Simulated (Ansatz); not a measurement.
RbCl (rock salt, Fm-3m), DFT-PBE in the program Ansatz with PAW potentials. The conduction-band minimum lies at Γ, with 1 equivalent valley. Second derivatives d²E/dk² of the lowest band at one valley (eV·Å²), along Cartesian directions:

```tsv
direction	d²E/dk²
[100]	17.46
[010]	17.46
[001]	17.46
[110]	17.46
[101]	17.46
[011]	17.46
```

Problem. Find the principal effective masses, the density-of-states mass and the conductivity mass.

Solution. Off-diagonal terms follow from H_xy = H[110] − (H_xx + H_yy)/2, and m*/mₑ = 7.620 eV·Å² over each eigenvalue: 0.44, 0.44, 0.44. One valley's DOS mass (m₁m₂m₃)^(1/3) = 0.44, conductivity mass 3/(Σ 1/mᵢ) = 0.44 mₑ.

Problem. What effective density of states Nc follows at 300 K for parabolic valleys?

Solution. Nc = 2.509e19 × 1 × (0.44)^(3/2) ≈ 7.3e18 cm⁻³.

Problem. With the computed static dielectric constant 5.72 (mean of the diagonal), estimate a hydrogenic donor's binding energy and radius.

Solution. E = 13.606 eV × 0.44/5.72² ≈ 180 meV; a = 0.529 Å × ε/m* ≈ 6.9 Å. Semilocal masses tend to be too small where the gap is.

Problem. With ε∞ = 2.28 and ω_LO = 161 cm⁻¹, what Fröhlich coupling constant follows?

Solution. α = (1/ε∞ − 1/ε0) √(m* × 13.606 eV/ħω_LO) = 4.6.

Symmetry was held in the PBE relaxation; phonons on a q-mesh show no instability. Spin–orbit coupling is left out wherever it is not named.

Potentials: the later of the program's two PAW sets.
